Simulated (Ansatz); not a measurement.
The relaxed structure here is a generated cell of TiB2: the first start was made by placing the elements on the sites of a structure type, and the end was not matched to a known phase here, so it may be hypothetical. Known forms of TiB2 include space group No. 191.

The end point of a relaxation of TiB₂. Space group P6₃mc (No. 186). Level of theory: PBE (plane waves to 420 eV, PAW, scalar-relativistic; Ansatz, a first-principles code).

Space group P6₃mc (No. 186); a = b = 3.032 Å, c = 7.148 Å, α = β = 90.00°, γ = 120.00°

| atom | site | symmetry | x | y | z |
|---|---|---|---|---|---|
| B | 2b | 3m. | 0.3333 | 0.6667 | 0.0501 |
| B | 2a | 3m. | 0.0000 | 0.0000 | 0.0961 |
| Ti | 2b | 3m. | 0.3333 | 0.6667 | 0.3538 |

```yaml
volume_per_atom: 9.48 Å³
density: 4.06 g/cm³
band_gap: no gap (metallic)
shortest_distances: B–B 1.78 Å; B–Ti 2.17 Å; Ti–Ti 3.03 Å
k-mesh: 18×18×7
```

No spin polarisation in the result.

The run could not lose the symmetry of its start; a randomly shaken copy of 12 atoms returns to this structure.
